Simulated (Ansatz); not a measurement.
Relaxed-ion elastic tensor of TaP in space group P-6m2 (No. 187; Ta on 1e, P on 1b) in GPa (Voigt order), the program Ansatz at the PBEsol level (PAW); density 11.37 g/cm³, 15.48 Å³ per atom.

```
     1    2    3    4    5     6
-  ---  ---  ---  ---  ---  ----
1  310  124  169  0.0  0.0   0.0
2  124  310  169  0.0  0.0   0.0
3  169  169  446  0.0  0.0   0.0
4  0.0  0.0  0.0  215  0.0   0.0
5  0.0  0.0  0.0  0.0  215   0.0
6  0.0  0.0  0.0  0.0  0.0  93.0
```

**Question.** Is the crystal mechanically stable?

**Answer.** Yes: the smallest eigenvalue of C is 93.0 GPa.

**Question.** Work out the Voigt, Reuss and Hill averages.

**Answer.** K_V = 221, K_R = 210, K_H = 216; G_V = 145, G_R = 123, G_H = 134 GPa.

**Question.** Give Young's modulus, Poisson's ratio, Pugh's ratio and the universal anisotropy index.

**Answer.** E = 9KG/(3K + G) = 333 GPa; ν = 0.24; K/G = 1.61 (brittle by the Pugh limit of 1.75); A_U = 5G_V/G_R + K_V/K_R − 6 = 0.92.

**Question.** Estimate the sound speeds and the Debye temperature.

**Answer.** v_l = √((K + 4G/3)/ρ) = 5890 m/s, v_t = √(G/ρ) = 3430 m/s, mean 3810 m/s; Θ = (h/k)(3n/4πV)^(1/3) v_m = 455 K.

**Question.** Solve the Christoffel equation for the three sound speeds along x, y, z.

**Answer.** Eigenvalues of C_ijkl n_j n_l equal ρv². In km/s, slowest first: x 2.86, 4.35, 5.22; y 2.86, 4.35, 5.22; z 4.35, 4.35, 6.27.

**Question.** How much does each axis shrink under pressure?

**Answer.** Linear compressibilities β_i = Σ_j S_ij (j = 1 to 3): x 2.0, y 2.0, z 0.70 per TPa.

The workflow started from a Materials Project entry (that database holds measured and hypothetical structures alike); the Crystallography Open Database copy checked does not list it. COD files the formula under space group No. 141, so this cell is another polymorph or a model. Whether it is the stable phase at ambient conditions was not checked. The PBEsol relaxation kept the symmetry of its start; of distortions, only those at the zone centre were tested. The run is not spin-polarised. As this level gives no gap, shear constants depend on the k-mesh and smearing (Fermi–Dirac, 0.1 eV here). Spin–orbit coupling is left out wherever it is not named.

Potentials: the earlier of the program's two PAW sets.
